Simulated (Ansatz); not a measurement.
BaZrO3 (cubic perovskite)

```yaml
crystal:
  lattice:
    - [4.20507, 0.00000, 0.00000]
    - [0.00000, 4.20507, 0.00000]
    - [0.00000, 0.00000, 4.20507]
  atoms:
    - { symbol: Ba, position: [0.00000, 0.00000, 0.00000] }
    - { symbol: Zr, position: [0.50000, 0.50000, 0.50000] }
    - { symbol: O, position: [0.50000, 0.00000, 0.50000] }
    - { symbol: O, position: [0.00000, 0.50000, 0.50000] }
    - { symbol: O, position: [0.50000, 0.50000, 0.00000] }
```

The slice is a {110} plane (indices of the conventional cell) through the point (0.500, 0.500, 0.000) (fractional), spanned by u = [100] and v = [011] in vectors of this cell: u (4.21 Å) and v (5.95 Å, at 90° to u). It covers one period; positions are fractions (u, v).

All values below come from r2SCAN (plane waves to 500 eV, PAW, scalar-relativistic; Ansatz, a program for electronic structure). k mesh 8×8×8. Near the nuclei the fields are pseudised (PAW); where an atom keeps semicore shells as valence, they peak there. BaZrO3 is run without spin polarisation. BaZrO3 was relaxed with its symmetry unable to fall.

**Question.** Predict the map of the valence electron density on the slice.

**Answer.** 
| v \ u | 0.00 | 0.13 | 0.26 | 0.39 | 0.52 | 0.65 | 0.78 | 0.91 |
|---|---|---|---|---|---|---|---|---|
| 0.94 | 0.7 | 0.2 | -0.8 | -1.3 | -1.4 | -1.2 | -0.5 | 0.4 |
| 0.84 | -0.3 | -0.6 | -1.1 | -1.1 | -1.0 | -1.1 | -0.9 | -0.4 |
| 0.75 | -0.9 | -1.0 | -1.2 | -1.0 | -0.8 | -1.0 | -1.2 | -1.0 |
| 0.66 | -0.3 | -0.6 | -1.1 | -1.1 | -1.0 | -1.1 | -0.9 | -0.4 |
| 0.56 | 0.7 | 0.2 | -0.8 | -1.3 | -1.4 | -1.2 | -0.5 | 0.4 |
| 0.47 | 0.8 | 0.3 | -0.7 | -1.4 | -1.5 | -1.2 | -0.4 | 0.6 |
| 0.38 | 0.0 | -0.3 | -1.0 | -1.2 | -1.2 | -1.2 | -0.8 | -0.1 |
| 0.28 | -0.8 | -1.0 | -1.2 | -1.0 | -0.9 | -1.1 | -1.1 | -0.9 |
| 0.19 | -0.6 | -0.8 | -1.1 | -1.0 | -0.9 | -1.1 | -1.1 | -0.7 |
| 0.09 | 0.4 | -0.1 | -0.9 | -1.3 | -1.3 | -1.2 | -0.6 | 0.2 |
| 0.00 | 0.9 | 0.4 | -0.7 | -1.4 | -1.6 | -1.2 | -0.4 | 0.7 |

Values: log₁₀ of the valence density in e/Å³. The scale is logarithmic, as a density can span decades between atoms and voids.
